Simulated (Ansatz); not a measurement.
**TaN: one input, then a changed one**

The cell comes from COD entry 1538016, which wasn't checked; take it as a given geometry. The listed cell was then made from it by scaling, straining or moving an atom.

First run: DFT, LDA, all-electron LAPW, scalar-relativistic (Ansatz 0.2.0).

Command: `ansatz run input.yaml --threads 1 --pin off --max-ram 2048MiB --backend cpu --events-out ev --progress --plain --runs-dir out` The run took 48 s on 1 thread of Intel(R) Xeon(R) Platinum 8559C (Emerald Rapids), on a shared host.

```yaml
crystal:
  lattice:
    - [2.8780239874, 0.0, 0.0]
    - [-1.4390119937, 2.4924418858, 0.0]
    - [0.0, 0.0, 2.8241467514]
  atoms:
    - { symbol: Ta, position: [0.3333333333, 0.6666666667, 0.5] }
    - { symbol: "N", position: [0.0, 0.0, 0.0] }
kpoints:
  mp_grid: { grid: [10, 10, 9] }
scf:
  occupations: { method: fermi_dirac, width: 0.02 }
hamiltonian:
  xc: lda
  pseudopotentials: { kind: all_electron, lapw: { basis_error: 0.001 } }
output:
  forces: true
  stress: true
relax:
  f_tol: 0.005
  max_steps: 80
  cell: {}
```

Result: converged; relaxed volume 10.431 Å³/atom; 26 SCF iterations in all.

Spin–orbit coupling is left out, though it moves levels of the heavy atoms by tenths of an eV or more.

The input is then changed:

```diff
@@ -14,4 +14,5 @@
   xc: lda
   pseudopotentials: { kind: all_electron, lapw: { basis_error: 0.001 } }
+  hubbard: { sites: [{ species: Ta, l: d, u_eff: 3.0 }], double_counting: amf }
 output:
   forces: true
```

(1) What does the second run give?

Results:

(1) It converged; relaxed volume 10.443 Å³/atom; 27 SCF iterations in all.
